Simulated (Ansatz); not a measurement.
**Elastic constants of CrB₂: input and output**

The calculation used Ansatz 0.2.0, DFT LDA, scalar-relativistic, plane waves, PAW.

Launched with:
```bash
ansatz run input.yaml --threads 1 --pin off --max-ram 3072MiB --backend cpu --events-out ev --progress --plain --runs-dir out
```

Input (bare energies are in eV):
```yaml
crystal:
  lattice:
    - [2.9461135843, 0.0, 0.0]
    - [-1.4730567922, 2.5514092064, 0.0]
    - [0.0, 0.0, 2.8630350367]
  atoms:
    - { symbol: Cr, position: [0.0, 0.0, 0.0] }
    - { symbol: B, position: [0.3333333333, 0.6666666667, 0.5] }
    - { symbol: B, position: [0.6666666667, 0.3333333333, 0.5] }
basis:
  ecutwfc: 420
kpoints:
  mp_grid: { grid: [18, 18, 14] }
hamiltonian:
  xc: lda
scf:
  occupations: { method: fermi_dirac, width: 0.15 }
output:
  forces: true
  stress: true
  eigenvalues: true
elastic:
  mode: relaxed_ion
  amplitude: 0.005
  stencil: two_point
```

From the output:
```
--- Elastic constants: 3 strain directions × 2 members + reference (group order 24) ---
  dense FFT box of the reference and of every strained cell: 20×20×20
  strains applied: 11, 33, 23; error gains: componentwise 1.00 (the most a stress slope's error grows in a printed constant), spectral 1.41 (1 for all six strains in a standard setting)
  C = ∂σ_k/∂η_j (tension-positive GPa; Voigt order 11 22 33 23 13 12):
       639.021    203.494    213.646     -0.000      0.000      0.000
       203.494    639.021    213.646     -0.000      0.000     -0.000
       213.671    213.671    410.460     -0.000     -0.000     -0.000
         0.000     -0.000      0.000    196.423      0.000      0.000
         0.000     -0.000      0.000      0.000    196.423     -0.000
        -0.000      0.000      0.000     -0.000      0.000    217.763
  reference stress σ⁰ (GPa):      0.000      0.000     -0.001      0.000     -0.000     -0.000
  C* (energy form; C + prestress term) asymmetry max|C*_kj − C*_jk| = 2.456e-2 GPa — a small one proves nothing (zero by symmetry where the batch's group is 432, −43m or m−3m); a large one is finite-difference/SCF noise where every solve ...
  moduli (Voigt/Reuss/Hill, GPa): K = 327.79/314.69/321.24   G = 192.63/184.54/188.59   E = 473.17   ν = 0.255
  mechanically stable: yes (min eigenvalue of sym C = 196.42 GPa)
  the stresses are not corrected for the forces that the relaxations left standing (`elastic.f_tol`)
  strain η (Voigt 11):  stress-route row diagonal C_11 = 639.02 GPa, energy-path curvature d²(F+E_count+ΔE)/dδ²/Ω₀ = 638.98 GPa
         δ    σ_11 (GPa) F (eV) n_scf n_hpsi n_pw
    -5.000e-3      -3.2475       -3623.8384191       6  139261    434   relax 4 steps, max|allowed force component| 2.87e-6 eV/Å
     5.000e-3       3.1427       -3623.8384428       6  139299    441   relax 3 steps, max|allowed force component| 1.90e-6 eV/Å
  strain η (Voigt 33):  stress-route row diagonal C_33 = 410.46 GPa, energy-path curvature d²(F+E_count+ΔE)/dδ²/Ω₀ = 410.40 GPa
         δ    σ_33 (GPa) F (eV) n_scf n_hpsi n_pw
    -5.000e-3      -2.0910       -3623.8388102       8   75229    441   relax 0 steps, max|allowed force component| 6.17e-17 eV/Å
     5.000e-3       2.0136       -3623.8388271       6   63016    441   relax 0 steps, max|allowed force component| 6.17e-17 eV/Å
  strain η (Voigt 23):  stress-route row diagonal C_44 = 196.42 GPa, energy-path curvature d²(F+E_count+ΔE)/dδ²/Ω₀ = 196.40 GPa
         δ    σ_23 (GPa) F (eV) n_scf n_hpsi n_pw
    -5.000e-3      -0.9821       -3623.8391780       6  231238    441   relax 3 steps, max|allowed force component| 1.10e-6 eV/Å
     5.000e-3       0.9821       -3623.8391780       6  231173    441   relax 3 steps, max|allowed force component| 1.10e-6 eV/Å
```

It took 7.9 min on 1 thread of Arm Neoverse N1, with other jobs on the host, peak memory 0.67 GiB.

In a metal, frequencies and elastic constants depend on the k mesh and the smearing, soft modes and shear constants most. Spin polarisation was left out, and a magnetic state may lie lower.